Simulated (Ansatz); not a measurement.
InPd:
```
InPd
1.0
    3.30538     0.00000     0.00000
    0.00000     3.30538     0.00000
    0.00000     0.00000     3.30538
In Pd
1 1
Cartesian
  0.00000   0.00000   0.00000
  1.65269   1.65269   1.65269
```

Relaxed with PBE. Special points in fractions of this cell's reciprocal vectors: Γ (0.000, 0.000, 0.000); X (0.000, 0.500, 0.000); M (0.500, 0.500, 0.000); R (0.500, 0.500, 0.500).

**Question.** List the band energies nearest the Fermi level at these points for PBE in the plane-wave PAW code Ansatz.

**Answer.** In eV from the Fermi level; about four levels below and three above (degenerate sets whole), none deeper than 8.9 eV; points with the same levels are listed once.

```
k                                below           above
-  -----------------------------------  --------------
Γ        -3.68 -3.68 -2.22 -2.22 -2.22  4.16 4.16 4.16
X              -3.15 -3.15 -2.28 -1.11  9.29 9.29 9.76
M        -2.61 -2.61 -2.21 -2.21 -1.67  1.30 2.37 9.24
R  -4.69 -4.69 -4.69 -1.63 -1.63 -0.21  3.75 3.75 3.75
```

Space group Pm-3m (CsCl type). The cell was relaxed with PBE under the symmetry of its start; of distortions, only those at the zone centre were tested. No spin polarisation was allowed. Spin–orbit coupling is left out wherever it is not named.

Potentials: the later of the program's two PAW sets.
